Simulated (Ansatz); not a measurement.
Here is the system:

Starting cell, Os (fcc, Cu type):

```yaml
crystal:
  lattice:
    - [0.00000, 3.80249, 3.80249]
    - [1.90125, 0.00000, 1.90125]
    - [1.90125, 1.90125, 0.00000]
  atoms:
    - { symbol: Os, position: [0.00000, 0.00000, 0.00000] }
    - { symbol: Os, position: [0.50000, 0.00000, 0.00000] }
```

The atoms are displaced by Q × the pattern below (from a DFPT mode at L = (0.5, 0.0, 0.0), largest move 1; Q in Å), at fixed cell. It is one choice among 2 degenerate patterns. (q is in reciprocal vectors of the primitive cell; the cell shown is doubled to hold the pattern.)

```tsv
atom	x	y	z
Os1	-0.285	0.520	-0.805
Os2	0.285	-0.520	0.805
```

Calculation: LDA (plane waves to 420 eV, PAW, scalar-relativistic; Ansatz, an electronic-structure program). k mesh 21×21×21 (Γ-centred), Fermi-Dirac smearing 0.05 eV. Energies are smeared free energies. With partly filled bands, energies and forces of such displacements shift with the k mesh and the smearing. Os is run without spin polarisation. Os was relaxed with its symmetry unable to fall. Spin-orbit coupling is left out, though Os is heavy. This is one of several known forms of Os; the measured ambient cells at hand have space group No. 194. The zero of ΔE is the undisplaced structure.

The scan covers Q from -0.100 to 0.100 Å in 13 points.

### Question
Which space group does the distorted structure have?

### Answer
P-1 (No. 2), lowered from Fm-3m.

### Question
What is the energy change at Q = 0.100 Å?

### Answer
89 meV/cell.

### Question
What harmonic wavenumber does the curvature at Q = 0 give?

### Answer
113 cm⁻¹.

(For displaced atoms, the force is minus the slope of the energy, and its curvature is a force constant, which sets phonon frequencies.)
